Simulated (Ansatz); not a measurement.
MoSe2:
```yaml
crystal:
  lattice:
    - [5.59178, 0.00000, 0.00000]
    - [0.00000, 6.35781, 0.00000]
    - [0.00000, 0.00000, 3.29591]
  atoms:
    - { symbol: Mo, position: [0.00000, 0.00000, 0.00000] }
    - { symbol: Mo, position: [0.50000, 0.50000, 0.50000] }
    - { symbol: Se, position: [0.19417, 0.35742, 0.00000] }
    - { symbol: Se, position: [0.69417, 0.14258, 0.50000] }
    - { symbol: Se, position: [0.30583, 0.85742, 0.50000] }
    - { symbol: Se, position: [0.80583, 0.64258, 0.00000] }
```

Relaxed with PBE. Special points in fractions of this cell's reciprocal vectors: Γ (0.000, 0.000, 0.000); X (0.500, 0.000, 0.000); S (0.500, 0.500, 0.000); Y (0.000, 0.500, 0.000); Z (0.000, 0.000, 0.500); U (0.500, 0.000, 0.500); R (0.500, 0.500, 0.500); T (0.000, 0.500, 0.500).

List the band energies nearest the Fermi level at these points for PBE (plane waves, PAW; program Ansatz).

In eV from the Fermi level; about four levels below and three above (degenerate sets whole), none deeper than 8.9 eV; points with the same levels are listed once.

| k | below | above |
|---|---|---|
| Γ | -1.26 -1.17 -0.39 -0.01 | 0.14 0.17 0.32 |
| X | -1.15 -1.15 -0.91 -0.91 | 1.37 1.37 1.58 1.58 |
| S | -2.29 -2.29 -1.56 -1.56 | 0.03 0.03 0.11 0.11 |
| Y | -1.27 -1.27 -0.73 -0.73 | 1.14 1.14 1.37 1.37 |
| Z | -1.76 -1.76 -0.17 -0.17 | 1.64 1.64 1.77 1.77 |
| U | -0.95 -0.95 -0.22 -0.22 | 0.25 0.25 1.83 1.83 |
| R | -1.56 -1.56 -0.35 -0.35 | 0.88 0.88 1.81 1.81 |
| T | -2.21 -2.21 -1.19 -1.19 | 1.00 1.00 1.95 1.95 |

Space group Pnnm. The cell is a constructed one: a structure type filled with these elements; neither database checked (COD, Materials Project) lists it. It is not the phase usual at ambient conditions (space group No. 194). The cell was relaxed with PBE under the symmetry of its start; its stability against distortions is not shown here. No spin polarisation was allowed. Scalar-relativistic: spin–orbit coupling is off unless named, which matters more the heavier the elements.

Potentials: the later of the program's two PAW sets.
